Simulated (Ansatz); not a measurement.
AlP:
```cif
data_Al2P2
_chemical_formula_sum 'Al2 P2'
_space_group_name_H-M_alt 'P 1'
_space_group_IT_number 1
_cell_length_a 3.60408
_cell_length_b 3.60408
_cell_length_c 5.77717
_cell_angle_alpha 90.000
_cell_angle_beta 90.000
_cell_angle_gamma 120.000
loop_
_space_group_symop_operation_xyz
  'x, y, z'
loop_
_atom_site_label
_atom_site_type_symbol
_atom_site_fract_x
_atom_site_fract_y
_atom_site_fract_z
_atom_site_occupancy
Al1 Al 0.00000 0.00000 0.00000 1
Al2 Al 0.00000 0.00000 0.50000 1
P1 P 0.33333 0.66667 0.25000 1
P2 P 0.66667 0.33333 0.75000 1
```

Relaxed with PBE.

Question: Which orbitals make up the states near the Fermi level in PBE in the plane-wave PAW code Ansatz?

Answer: Within 0.5 eV of the Fermi level: P 3p 73 %, Al 3p 12 %, Al 3s 11 %. Projections are on Löwdin-orthogonalised atomic valence shells; empty p or d shells of many metals are not among them.

Question: Tabulate the density of states.

Answer: States/eV per cell of 4 atoms, in 0.25 eV bins, energy from the Fermi level.

```tsv
E (eV)	total	P 3p	Al 3p	Al 3s
-7.85	0.00	0.00	0.00	0.00
-7.60	0.00	0.00	0.00	0.00
-7.35	0.02	0.01	0.00	0.01
-7.10	0.28	0.15	0.01	0.10
-6.85	1.38	0.73	0.18	0.38
-6.60	1.67	0.87	0.23	0.42
-6.35	1.37	0.72	0.23	0.32
-6.10	1.48	0.78	0.27	0.33
-5.85	1.58	0.84	0.29	0.32
-5.60	1.30	0.68	0.26	0.22
-5.35	1.53	0.80	0.30	0.26
-5.10	1.60	0.85	0.34	0.23
-4.85	1.08	0.59	0.24	0.13
-4.60	1.25	0.70	0.32	0.13
-4.35	1.66	0.94	0.47	0.13
-4.10	1.92	1.11	0.57	0.12
-3.85	1.39	0.80	0.41	0.08
-3.60	1.41	0.83	0.39	0.07
-3.35	1.58	0.96	0.40	0.09
-3.10	1.73	1.06	0.42	0.12
-2.85	1.94	1.21	0.47	0.13
-2.60	2.04	1.31	0.49	0.11
-2.35	2.08	1.36	0.47	0.11
-2.10	2.02	1.35	0.44	0.11
-1.85	2.11	1.45	0.42	0.12
-1.60	2.02	1.42	0.37	0.09
-1.35	2.13	1.55	0.36	0.10
-1.10	2.34	1.76	0.34	0.12
-0.85	2.39	1.87	0.29	0.12
-0.60	2.31	1.89	0.23	0.10
-0.35	1.46	1.16	0.16	0.08
-0.10	0.97	0.74	0.11	0.09
0.15	0.42	0.25	0.05	0.10
0.40	0.29	0.12	0.05	0.11
0.65	0.26	0.05	0.05	0.14
0.90	0.51	0.10	0.09	0.27
1.15	0.97	0.22	0.16	0.47
1.40	1.22	0.26	0.19	0.55
1.65	1.03	0.20	0.18	0.44
1.90	1.19	0.24	0.22	0.49
2.15	1.18	0.22	0.22	0.44
2.40	1.11	0.21	0.22	0.39
2.65	1.27	0.23	0.29	0.40
2.90	1.61	0.29	0.41	0.43
3.15	2.09	0.37	0.59	0.46
3.40	2.09	0.35	0.70	0.34
3.65	2.48	0.33	1.13	0.22
3.90	2.14	0.30	0.99	0.13
4.15	2.87	0.38	1.39	0.19
4.40	2.89	0.42	1.37	0.18
4.65	3.02	0.45	1.34	0.17
```

Space group P6_3/mmc (NiAs type). The start of the workflow was typed in or built on a structure type; neither database checked (COD, Materials Project) lists it. It is not the phase usual at ambient conditions (space group No. 216). The cell was relaxed with PBE under the symmetry of its start; whether a distortion lowers the energy is not shown.

Potentials: the later of the program's two PAW sets.
